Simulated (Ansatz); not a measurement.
Data:

Yb (fcc, Cu type), conventional cell a = b = c = 5.224 Å, α = β = γ = 90.00°. The calculation uses the primitive cell of 1 atom, to which meshes and values per cell refer.

This relaxed cell (volume V₀) is scaled evenly in all directions, its shape held. Symmetry pins the atoms to their sites.

Level of theory: PBE (plane waves to 420 eV, PAW, scalar-relativistic; Ansatz, an electronic-structure program). k mesh 15×15×15 (Γ-centred), Fermi-Dirac smearing 0.05 eV. Energies are smeared free energies. Compression counts positive. The relaxed volume of Yb is well below the measured one. Yb is run without spin polarisation. Yb was relaxed with its symmetry unable to fall. The f-shell state is unchecked: a lower one may exist. The zero of ΔE is the relaxed starting cell.

The scan covers V/V₀ from 0.900 to 1.100 in 9 points.

What is the fitted pressure derivative B₀′?

3.3.

What bulk modulus B₀ follows from a third-order Birch-Murnaghan fit?

19.1 GPa.

(Under strain, the slope of the energy per volume gives the stress and its curvature an elastic modulus.)
